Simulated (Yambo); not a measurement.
Yambo run on BaTiO3 (space group R3m, No. 160). The wavefunctions come from this Quantum ESPRESSO step (LDA, PseudoDojo standard norm-conserving files, scalar-relativistic):

```
&CONTROL
  calculation = 'nscf'
  pseudo_dir = './pseudo'
  outdir = './out'
/
&SYSTEM
  ibrav = 0
  nat = 5
  ntyp = 3
  ecutwfc = 84.0
  ecutrho = 336.0
  occupations = 'fixed'
  force_symmorphic = .true.
  nbnd = 129
/
&ELECTRONS
  conv_thr = 5e-09
  diago_full_acc = .true.
  diago_thr_init = 1e-08
/
ATOMIC_SPECIES
O 15.9990 O.upf
Ti 47.8670 Ti.upf
Ba 137.3270 Ba.upf
CELL_PARAMETERS angstrom
  2.848255136000   1.644440869000   2.335560000000
 -2.848255136000   1.644440869000   2.335560000000
  0.000000000000  -3.288881739000   2.335560000000
ATOMIC_POSITIONS crystal
O   0.488950000000   0.979720000000   0.488950000000
O   0.488950000000   0.488950000000   0.979720000000
O   0.979720000000   0.488950000000   0.488950000000
Ti   0.513330000000   0.513330000000   0.513330000000
Ba   0.000140000000   0.000140000000   0.000140000000
K_POINTS automatic
4 4 4 0 0 0
```

Yambo input:

```
rim_cut
gw0
dyson
el_el_corr
HF_and_locXC
ppa
em1d
RandQpts= 1000000
RandGvec= 1 Ry
EXXRLvcs= 84 Ry
VXCRLvcs= 336 Ry
Chimod= "HARTREE"
% BndsRnXp
 2 | 127 |
%
NGsBlkXp= 8 Ry
% LongDrXp
 1.0 | 1.0 | 1.0 |
%
PPAPntXp= 27.2114 eV
% GbndRnge
 1 | 127 |
%
GTermKind= "BG"
DysSolver= "n"
ExtendOut
% QPkrange
 1 | 1 | 20 | 21 |
 13 | 13 | 20 | 21 |
%
```

k points by index: 1 = Γ, 13 = Z.

Resulting energies as the program prints them:

```
#    K-point    Band    Eo [eV]    E [eV]    E-Eo [eV]    Vxc [eV]    Vnlxc [eV]    Sc|Eo [eV]    Sc|E [eV]    dSc/dw|Eo [eV]    Re(Z)    Im(Z)
#
    1    20    -0.387961    -0.763992    -0.376031    -19.88305    -24.49411    4.123400    4.235032    -8.075685    0.771141    -0.001335
    1    21    2.332483    3.661721    1.329238    -18.93057    -11.90407    -5.322688    -5.697263    -7.667234    0.780171    -0.001422
    13    20    0.000000    -0.374463    -0.374463    -19.65701    -24.75490    4.608912    4.723423    -8.318431    0.765872    -0.001371
    13    21    4.252264    5.690681    1.438416    -21.43774    -13.08675    -6.416425    -6.912576    -9.383173    0.743578    -0.003168
```
(The two width columns are left out.) Convergence of these settings isn't established.

Geometry of the Materials Project entry, not relaxed at this level.
